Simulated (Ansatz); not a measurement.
RuC (CsCl type, Pm-3m) at seven volumes, the program Ansatz at the PBE level (PAW), scaled uniformly. One row is withheld.

| V (Å³/atom) | P (GPa) |
|---|---|
| 8.558 | 40.22 |
| 8.840 | 24.53 |
| 9.122 | 11.29 |
| 9.404 | 0.02 |
| 9.686 | -9.43 |
| 9.968 | -17.39 |
| 10.250 | ? |

Task: Fit the shown pressures and predict the withheld one.

Result: Third-order Birch–Murnaghan: P = (3/2)B₀(x^(7/2) − x^(5/2))[1 + (3/4)(B′ − 4)(x − 1)] with x = (V₀/V)^(2/3). Least squares on the six rows gives V₀ = 9.406 Å³/atom, B₀ = 342.6 GPa, B′ = 4.60. At V = 10.250, x = 0.9443 and P = -24.17 GPa. The run itself gave -24.13 GPa.

The cell is a constructed one: a structure type filled with these elements; neither database checked (COD, Materials Project) lists it. Whether it is the stable phase at ambient conditions was not checked. The PBE relaxation kept the symmetry of its start; its stability against distortions is not shown here. The run is not spin-polarised.

Potentials: the earlier of the program's two PAW sets.
